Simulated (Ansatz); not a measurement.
A: Au (fcc, Cu type), a = 4.124 Å, b = 4.124 Å, c = 4.124 Å, α = 90.00°, β = 90.00°, γ = 90.00°
B: V (bcc, W type), a = 2.983 Å, b = 2.983 Å, c = 2.983 Å, α = 90.00°, β = 90.00°, γ = 90.00°
C: HfN (rock salt), a = b = c = 4.525 Å, α = β = γ = 90.00°

Scan: energy against volume (even scaling of the relaxed cell, symmetry kept). All come from one method, each on a k mesh of its own. All were relaxed with their symmetry unable to fall. HfN is run without spin polarisation. Spin-orbit coupling is left out. V is run without spin polarisation.

Q: Put the candidates in order of bulk modulus (fitted), highest first, for r2SCAN (plane waves to 500 eV, PAW, scalar-relativistic; Ansatz, a program for electronic structure).

A: C (281 GPa), B (193 GPa), A (154 GPa)

(A scan under strain: stresses follow from slopes of the energy per volume, elastic moduli from its curvatures.)
